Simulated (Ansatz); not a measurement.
Ge in space group R-3 (No. 148; Ge on 6c, Ge on 18f) under volume change, PBEsol in the plane-wave PAW code Ansatz, shape and atoms relaxed at each volume.

| V (Å³/atom) | E − E(relaxed) (meV/atom) | P (GPa) |
|---|---|---|
| 18.655 | 39.5 | 7.52 |
| 19.270 | 16.5 | 4.57 |
| 19.885 | 3.9 | 2.08 |
| 20.500 | 0.0 | 0.00 |
| 21.115 | 3.5 | -1.75 |
| 21.730 | 13.0 | -3.20 |
| 22.345 | 27.7 | -4.40 |

Question: What does a third-order Birch–Murnaghan fit give for V₀, B₀ and B′?

Answer: V₀ = 20.50 Å³/atom, B₀ = 63.2 GPa, B′ = 4.9.

The workflow started from a Materials Project entry (that database holds measured and hypothetical structures alike); the Crystallography Open Database copy checked does not list it. It is not the phase usual at ambient conditions (space group No. 227). The cell was relaxed with PBEsol under the symmetry of its start; its stability against distortions is not shown here.

Potentials: the earlier of the program's two PAW sets. The files were generated under PBE; for other functionals the program regenerates the frozen cores, and for LDA and PBEsol the local potential too.
